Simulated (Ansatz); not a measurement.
## What a change of settings does: Ni (fcc type)

First run: DFT, r2SCAN, PAW with Ansatz's default frozen-core files, scalar-relativistic (Ansatz 0.2.0).

Command: `ansatz run input.yaml --threads 3 --pin off --max-ram 9216MiB --backend cpu --events-out ev --progress --plain --runs-dir out` It took 14 s on 3 threads of Intel(R) Xeon(R) Platinum 8488C (Sapphire Rapids), with other jobs on the host, peak memory 0.55 GiB.

```yaml
crystal:
  lattice:
    - [1.7392196771, 1.7392196771, 0.0]
    - [-1.7392196771, 1.7392196771, 0.0]
    - [0.0, 0.0, 3.4784393542]
  atoms:
    - { symbol: Ni, position: [0.0, 0.0, 0.0], spin: 1.0 }
    - { symbol: Ni, position: [0.5, 0.5, 0.5], spin: 1.0 }
magnetization:
  spin_polarized: true
kpoints:
  mp_grid: { grid: [13, 13, 10] }
scf:
  occupations: { method: fermi_dirac, width: 0.08 }
hamiltonian:
  xc: r2scan
  pseudopotentials: { kind: paw }
output:
  forces: true
  stress: true
  eigenvalues: true
  write_density: true
  write_potential: true
  elf: true
  volumetric_format: npy
```

The base cell comes from a relaxation on PAW files under the same functional.

This run: bulk in the slab's orientation.

It converges in 17 SCF iterations at a pressure of -0.16 GPa, cell moment 1.43 μB, cutoff 500 eV.

The input is then changed:

```diff
 scf:
-  occupations: { method: fermi_dirac, width: 0.08 }
+  occupations: { method: tetrahedron_uncorrected }
+  convergence: { dr2_threshold: 1.0e-11 }
 hamiltonian:
   eigenvalues: true
-  write_density: true
-  write_potential: true
-  elf: true
-  volumetric_format: npy
+basis:
+  ecutwfc: "500 eV"
```

Predict the outcome of the changed run.

It converges in 25 SCF iterations, cell moment 1.45 μB, cutoff 500 eV, free energy +38.4 meV/atom against the first run's. More than one line changes, and not each need have an effect. Results part of its log:
```
SCF 1 converged in 25 iterations: F = -11690.528320 eV  dr2 = 4.24e-13
  greatest PAW one-centre occupation: 1.001 electrons in one spin orbital (limit 2), on the Ni atom at site 1 (counted from 0), in its partial waves of l = 1
this state was not tested for a lower state beside it, because the mixer in use, unlike msr1, does not test its closes by its own steps (another_mixer; see scf.mixing.algorithm and scf.lower_state_search)
SCF converged after 25 iterations
Magnetization: 1.4514 μB (18.7257 up, 17.2743 down)
Absolute magnetization: 1.7792 μB (∫|ρ↑−ρ↓|, with the PAW one-centre terms)
Spin contamination: 0.0430 ħ² per cell (⟨S²⟩ above its minimum at these occupations)
Per-site moments (μB) at R_I (Å): [(0.7909752821344768, 1.0145965728116522), (0.790975282134476, 1.0145965728116522)]
Free energy (F): -11690.528320 eV
Harris-Foulkes:  -11690.528320 eV  (|F-HF|=7.28e-12)
Internal energy: -11690.527435 eV  (E = F + TS)
E sigma→0 (E₀):  -11690.528320 eV
Entropy (-TS):   -0.000886 eV (-0.443 meV/atom)
Fermi energy:    18.888550 eV
--- Per-component energies (eV) ---
  E_band       = -596.137498
  E_kinetic    = 564.461437
  E_local      = -6774.738804  (includes V_loc(G=0)·N_el)
  E_nonlocal   = 1280.060276
  E_hartree    = 2835.371818
  E_xc         = -157.928336
  E_vxc        = -234.491771  (∫ρ·V_xc dr)
  E_paw        = -3287.670539  (= ΣΔE_a)
  E_vpaw       = -1119.569465  (= ΣTr[D̂ρ^β])
  E_aug_tail   = 0.000478  (compensation charges beyond the density's cutoff)
  E_vtau       = 17.396711  (kinetic-family band-sum trace: ∫τ·v_τ [+ j·A + Jᵃ·Aᵃ] dr)
  E_ewald      = -6149.483626
  E_core_change = -0.600137  (= ΣΔE_core)
  E_smearing   = -0.000886  (= −TS)
  E_closure    = -0.000000  (closes the sum)
  Σ components = -11690.528320   (vs F -11690.528320, Δ=0.00e0)
--- Forces (eV/Å), atoms counted from 1 ---
  atom   1  Ni    -0.00000000    -0.00000000     0.00000000
  atom   2  Ni     0.00000000    -0.00000000    -0.00000000
  max |Σ_I F_I| component: 3.23e-29 eV/Å
--- Stress (GPa, compression-positive) ---
        0.173407       0.000000       0.000000
        0.000000       0.173407       0.000000
        0.000000       0.000000       0.048887
  P = ⅓ Tr σ = 0.1319 GPa (1.319 kbar)
--- Band table (eV; the first three rows and the last of 336) ---
  k-point 0 ↑: bands = ["-88.9438", "-88.8913", "-47.9293", "-47.7991", "-47.7991", "-47.7060", "-47.7060", "-47.6929", "9.1092", "13.5456", "13.9268", "15.7994", "15.8234", "15.8234", "17.1707", "17.1760", "17.9053", "17.9053", "17.9320", "21.2884", "28.4647", "34.4803", "34.4803"]
  k-point 1 ↑: bands = ["-88.9425", "-88.8926", "-47.9237", "-47.7968", "-47.7968", "-47.7082", "-47.7082", "-47.6989", "9.2482", "13.5597", "13.9692", "15.7497", "15.8623", "15.8623", "17.1248", "17.1940", "17.8370", "17.8370", "17.9129", "20.5775", "29.4070", "34.6914", "34.6914"]
  k-point 2 ↑: bands = ["-88.9388", "-88.8963", "-47.9075", "-47.7902", "-47.7902", "-47.7163", "-47.7149", "-47.7149", "9.6590", "13.5680", "14.0930", "15.6068", "15.9777", "15.9777", "16.9950", "17.2463", "17.6458", "17.6458", "17.8578", "19.1312", "31.5666", "35.3091", "35.3091"]
  k-point 167 ↓: bands = ["-87.5579", "-87.5579", "-46.5660", "-46.5660", "-46.5615", "-46.5615", "-46.4839", "-46.4839", "14.9854", "14.9854", "16.1283", "16.1283", "16.1787", "16.1787", "17.8511", "17.8511", "19.4268", "19.4268", "26.2301", "26.2301", "27.1937", "27.1937", "29.8811"]
```
